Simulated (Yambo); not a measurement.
Yambo run on Cl (space group Cmce, No. 64). The wavefunctions come from this Quantum ESPRESSO step (LDA, PseudoDojo standard norm-conserving files, scalar-relativistic):

```
&CONTROL
  calculation = 'nscf'
  pseudo_dir = './pseudo'
  outdir = './out'
/
&SYSTEM
  ibrav = 0
  nat = 4
  ntyp = 1
  ecutwfc = 56.0
  ecutrho = 224.0
  occupations = 'fixed'
  force_symmorphic = .true.
  nbnd = 203
/
&ELECTRONS
  conv_thr = 4e-09
  diago_full_acc = .true.
  diago_thr_init = 1e-08
/
ATOMIC_SPECIES
Cl 35.4500 Cl.upf
CELL_PARAMETERS angstrom
  3.264205000000  -2.057470000000   0.000000000000
  3.264205000000   2.057470000000   0.000000000000
  0.000000000000   0.000000000000   8.402400000000
ATOMIC_POSITIONS crystal
Cl   0.885480000000   0.114520000000   0.604750000000
Cl   0.114520000000   0.885480000000   0.395250000000
Cl   0.614520000000   0.385480000000   0.104750000000
Cl   0.385480000000   0.614520000000   0.895250000000
K_POINTS automatic
4 4 2 0 0 0
```

Yambo input:

```
rim_cut
gw0
dyson
el_el_corr
HF_and_locXC
ppa
em1d
RandQpts= 1000000
RandGvec= 1 Ry
EXXRLvcs= 56 Ry
VXCRLvcs= 224 Ry
Chimod= "HARTREE"
% BndsRnXp
 1 | 202 |
%
NGsBlkXp= 8 Ry
% LongDrXp
 1.0 | 1.0 | 1.0 |
%
PPAPntXp= 27.2114 eV
% GbndRnge
 1 | 202 |
%
GTermKind= "BG"
DysSolver= "n"
ExtendOut
% QPkrange
 1 | 1 | 14 | 15 |
 2 | 2 | 14 | 15 |
 5 | 5 | 14 | 15 |
 6 | 6 | 14 | 15 |
 13 | 13 | 14 | 15 |
 14 | 14 | 14 | 15 |
%
```

k points by index: 1 = Γ, 2 = (0, 0, -0.5), 5 = (0, -0.5, 0), 6 = (0, -0.5, -0.5), 13 = (-0.5, -0.5, 0), 14 = (-0.5, -0.5, -0.5).

Resulting energies as the program prints them:

```
#    K-point    Band    Eo [eV]    E [eV]    E-Eo [eV]    Vxc [eV]    Vnlxc [eV]    Sc|Eo [eV]    Sc|E [eV]    dSc/dw|Eo [eV]    Re(Z)    Im(Z)
#
    1    14    0.000000    -1.687052    -1.687052    -14.58349    -19.13875    2.427981    2.868212    -7.100173    0.793065    -0.001364
    1    15    2.080645    3.186657    1.106012    -13.87450    -9.104807    -3.381677    -3.663683    -6.937559    0.796842    -0.001371
    2    14    -0.061888    -1.747026    -1.685137    -14.57708    -19.15162    2.448469    2.889402    -7.119575    0.792617    -0.001366
    2    15    2.550255    3.675506    1.125251    -13.87464    -8.925803    -3.533392    -3.823587    -7.016866    0.794995    -0.001484
    5    14    -0.288521    -1.900551    -1.612031    -14.32342    -18.75187    2.392245    2.816415    -7.159458    0.791697    -0.001448
    5    15    2.842942    3.902349    1.059407    -14.65660    -9.911859    -3.401816    -3.685331    -7.281456    0.788897    -0.001420
    6    14    -0.132724    -1.718142    -1.585418    -14.55993    -18.90724    2.343672    2.761898    -7.177654    0.791278    -0.001417
    6    15    2.562021    3.722512    1.160491    -14.18345    -9.202885    -3.516475    -3.820071    -7.118094    0.792651    -0.001336
    13    14    -0.265749    -1.971715    -1.705966    -14.33311    -18.94981    2.465626    2.910733    -7.099228    0.793087    -0.001383
    13    15    2.223484    3.371689    1.148206    -14.07065    -9.177785    -3.447540    -3.744656    -7.040669    0.794443    -0.001395
    14    14    -0.810913    -2.522208    -1.711295    -13.65179    -18.33960    2.527830    2.976517    -7.134625    0.792272    0.961216E-4
    14    15    2.542212    3.688756    1.146544    -13.99762    -9.028117    -3.524897    -3.822957    -7.073222    0.793688    -0.001463
```
(The two width columns are left out.) Convergence of these settings isn't established.

Geometry of the Materials Project entry, not relaxed at this level.

The distance between layers or molecules is the database entry's, not relaxed here. Functionals without dispersion can leave it too large, which widens gaps and weakens the response across layers: the numbers belong to this cell.
